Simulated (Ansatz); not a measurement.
MgMn₂Si₄O₁₂: field gradients at two levels of theory

Cell: a Materials Project structure (computed, not necessarily an observed phase), taken as it stands.

```
CELL_PARAMETERS angstrom
5.44620 0.00000 0.00000
1.51614 6.28341 0.00000
1.51335 0.38829 6.27589
ATOMIC_POSITIONS crystal
Mg 0.24277 0.69867 0.26864
Mn 0.24286 0.07336 0.89428
Mn 0.74275 0.88818 0.07945
Si 0.21654 0.18771 0.38126
Si 0.27114 0.58643 0.77995
Si 0.72335 0.36155 0.20370
Si 0.76425 0.76391 0.60608
O 0.42207 0.35050 0.33737
O 0.06731 0.63195 0.61546
O 0.55024 0.61573 0.62985
O 0.93932 0.34023 0.34950
O 0.20566 0.06680 0.61208
O 0.27983 0.35549 0.90053
O 0.83642 0.85259 0.35701
O 0.64869 0.61059 0.11535
O 0.82437 0.17188 0.03824
O 0.66180 0.92971 0.79569
O 0.31737 0.00688 0.19986
O 0.16826 0.76825 0.96072
```

Atom numbers follow the list; atoms alike are taken as one site, whose name carries the number of the first.

First run. All values are calculated (Ansatz; DFT, PBE, plane waves and PAW, scalar-relativistic, collinear spin, 420 eV cutoff, Γ-centred 4×4×4 k-points, Fermi–Dirac smearing 0.02 eV), not measured. Start moments as typed (μB): 0 -4 4 0 0 0 0 0 0 0 0 0 0 0 0 0 0 0 0 by atom.

```tsv
site	atom	V_zz (10²¹ V/m²)	η	m (μB)
Mg	1	1.61	0.22	0.00
Mn2	2	-6.04	0.18	-3.15
Mn3	3	-3.71	0.02	3.22
Si5	5	-2.44	0.42	0.00
Si7	7	-3.39	0.99	0.00
O8	8	8.60	0.53	-0.01
O12	12	8.24	0.29	-0.03
O13	13	8.27	0.29	-0.03
O14	14	7.63	0.48	0.01
O15	15	7.58	0.49	0.01
O16	16	-7.15	0.96	-0.03
O17	17	-7.22	0.95	-0.03
O18	18	5.06	0.69	0.05
O19	19	5.07	0.72	0.05
```

Second run. The same atoms and settings, except that a Hubbard term is added (U = 3.9 eV on Mn d).

Problem. Given the first result, estimate the second.

Solution. 

| site | atom | V_zz | η | change of V_zz | m (μB) |
| --- | --- | --- | --- | --- | --- |
| Mg | 1 | 1.62 | 0.23 | +0.01 | 0.00 |
| Mn2 | 2 | -5.79 | 0.23 | +0.25 | -3.34 |
| Mn3 | 3 | -3.10 | 0.01 | +0.61 | 3.40 |
| Si5 | 5 | -2.50 | 0.43 | -0.06 | 0.00 |
| Si7 | 7 | -3.42 | 0.98 | -0.03 | 0.00 |
| O8 | 8 | 8.59 | 0.53 | -0.01 | -0.01 |
| O12 | 12 | 8.70 | 0.35 | +0.46 | 0.01 |
| O13 | 13 | 8.73 | 0.34 | +0.46 | 0.01 |
| O14 | 14 | 7.87 | 0.48 | +0.24 | -0.02 |
| O15 | 15 | 7.83 | 0.49 | +0.25 | -0.02 |
| O16 | 16 | 7.53 | 0.97 | – | -0.05 |
| O17 | 17 | 7.55 | 0.99 | – | -0.05 |
| O18 | 18 | 5.17 | 0.74 | +0.11 | 0.06 |
| O19 | 19 | 5.18 | 0.77 | +0.11 | 0.06 |

The largest change of V_zz along a kept axis is on Mn3, from -3.71 to -3.10. In per cent, |V_zz| changes by +1 on Mg, -16 to -4 on Mn, +1 to +2 on Si, 0 to +6 on O (all sites that start above 0.5, bar those whose gradient vanishes or changes sign or whose main axis turns by over 40°). On O17, O16 the largest principal value lies along another axis in the second run, so the two V_zz can't be compared directly. The table leaves out 5 of the 19 sites, with |V_zz| up to 9.62; their tensors move by 0.07 at most along any direction. The statements above cover all sites. The absolute magnetisation of the cell goes from 8.1 to 8.5 μB.

The magnetic order is the one that the run reached from its start moments, not necessarily the measured one.
For the first run: The largest force is 0.6 eV/Å, so the atoms aren't at the calculated equilibrium and relaxing them would move these values. With a gap of 0.3 eV on this mesh, the gradients can still move by some per cent as the k-mesh gets denser.
